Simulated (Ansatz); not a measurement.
PbSe:
```yaml
crystal:
  lattice:
    - [0.00000, 3.08887, 3.08887]
    - [3.08887, 0.00000, 3.08887]
    - [3.08887, 3.08887, 0.00000]
  atoms:
    - { symbol: Se, position: [0.00000, 0.00000, 0.00000] }
    - { symbol: Pb, position: [0.50000, 0.50000, 0.50000] }
```

Relaxed with r²SCAN. Special points in fractions of this cell's reciprocal vectors: Γ (0.000, 0.000, 0.000); X (0.500, 0.000, 0.500); U (0.625, 0.250, 0.625); K (0.375, 0.375, 0.750); L (0.500, 0.500, 0.500); W (0.500, 0.250, 0.750).

List the band energies nearest the valence-band maximum at these points for the program Ansatz at the r²SCAN level (PAW).

In eV from the valence-band maximum; about four levels below and three above (degenerate sets whole), none deeper than 8.9 eV; points with the same levels are listed once.

```csv
k,below,above
Γ,-6.37 -1.89 -1.89 -1.89,4.99 4.99 4.99
X,-7.47 -4.91 -3.20 -3.20,4.15 5.90 5.90
U,-8.12 -4.50 -2.70 -2.34,3.70 4.28 5.76
L,-8.88 -1.49 -1.49 0.00,0.66 1.99 1.99
W,-8.10 -4.17 -4.17 -0.81,2.20 5.30 5.30
```

Space group Fm-3m (rock salt). The cell was relaxed with r²SCAN under the symmetry of its start; of distortions, only those at the zone centre were tested. Spin–orbit coupling is left out wherever it is not named.

Potentials: the later of the program's two PAW sets.
